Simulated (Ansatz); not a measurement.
ZrO2 (fluorite): values from a third-order Birch-Murnaghan fit to a volume scan beside measured ones. Computed values: PBE (plane waves to 420 eV, PAW, scalar-relativistic; Ansatz, a first-principles code). This is a high-temperature form of ZrO2. ZrO2 is run without spin polarisation. ZrO2 was relaxed with its symmetry unable to fall.

| quantity | reference | kind |
|---|---|---|
| Lattice constant a (Å) | 5.0902 | measured at or taken to low temperature |
| Bulk modulus B₀ (GPa) | 248 | measured, room temperature or unstated; yttria-stabilised, extrapolated to no yttrium |

References as given in: Xinyuan Zhao, David Vanderbilt, Physical review. B, Condensed matter (2002), arXiv:cond-mat/0108491; Hyeondeok Shin, Anouar Benali, Ye Luo et al., Physical Review Materials (2018), arXiv:1708.09424. Values not taken to low temperature hold thermal and zero-point shifts that a static calculation lacks, so small differences there are no errors of the method.

Problem. What does PBE give, and how far is that from the reference?

Solution. 
```
quantity                  PBE  difference
----------------------  -----  ----------
Lattice constant a (Å)  5.116      +0.5 %
Bulk modulus B₀ (GPa)     236      -4.9 %
```

PBE overestimates the lattice constant a by 0.5 %.

(A scan under strain: stresses follow from slopes of the energy per volume, elastic moduli from its curvatures.)
